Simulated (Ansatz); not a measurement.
According to DFT-r²SCAN+D4 in the program Ansatz with PAW potentials, Br in the molecular I2 type structure (Cmce) relaxes to a = 6.907 Å, b = 4.203 Å, c = 8.703 Å.

The Kohn–Sham gap is 1.65 eV (smallest direct gap 1.67 eV).

The cell was relaxed with r²SCAN+D4 under the symmetry of its start. The substance is a gas or liquid at ambient conditions; this is its low-temperature solid. Scalar-relativistic: spin–orbit coupling is off unless named, which matters more the heavier the elements.

Potentials: the earlier of the program's two PAW sets.
